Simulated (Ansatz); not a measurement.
Sc₃TlB (anti-perovskite)

```
CELL_PARAMETERS angstrom
      4.63267     0.00000     0.00000
      0.00000     4.63267     0.00000
      0.00000     0.00000     4.63267
ATOMIC_POSITIONS crystal
  Sc 0.00000 0.50000 0.50000
  Sc 0.50000 0.00000 0.50000
  Sc 0.50000 0.50000 0.00000
  Tl 0.00000 0.00000 0.00000
  B  0.50000 0.50000 0.50000
```

The slice is a {210} plane (indices of the conventional cell) through the point (0.000, 0.500, 0.500) (fractional), spanned by u = [100] and v = [021] in vectors of this cell: u (4.63 Å) and v (10.36 Å, at 90° to u). It covers one period; positions are fractions (u, v).

The numbers are results of PBEsol (plane waves to 420 eV, PAW, scalar-relativistic; Ansatz, a first-principles code), not measurements. k mesh 10×10×10. These are valence fields of a PAW run, semicore shells included where kept as valence: close to a nucleus they are smooth pseudo fields. Sc3TlB is run without spin polarisation. Sc3TlB was relaxed with its symmetry unable to fall. Spin-orbit coupling is left out, though Tl is heavy.

Q: Predict the map of the electrostatic potential energy of an electron, from the cell's mean on the slice.

A: 
```tsv
v \ u	0.00	0.11	0.22	0.33	0.44	0.56	0.67	0.78	0.89
0.90	<1.0	1.0	6.4	7.6	5.3	5.3	7.6	6.4	1.0
0.80	7.0	7.6	7.4	4.0	<1.0	<1.0	4.0	7.4	7.6
0.70	<1.0	1.3	6.7	7.4	6.1	6.1	7.4	6.7	1.3
0.60	7.0	7.6	7.4	4.0	<1.0	<1.0	4.0	7.4	7.6
0.50	9.5	8.5	3.5	x	x	x	x	3.5	8.5
0.40	7.0	7.6	7.4	4.0	<1.0	<1.0	4.0	7.4	7.6
0.30	<1.0	1.3	6.7	7.4	6.1	6.1	7.4	6.7	1.3
0.20	7.0	7.6	7.4	4.0	<1.0	<1.0	4.0	7.4	7.6
0.10	<1.0	1.0	6.4	7.6	5.3	5.3	7.6	6.4	1.0
0.00	x	x	<1.0	x	x	x	x	<1.0	x
```

Values: electrostatic potential energy of an electron, from the cell's mean, in eV. Points within 1 Å of a nucleus are blanked (x), as the pseudised field means little there. Values under 1 eV are set to 1. The zero, the cell's mean, hangs on the PAW cores.
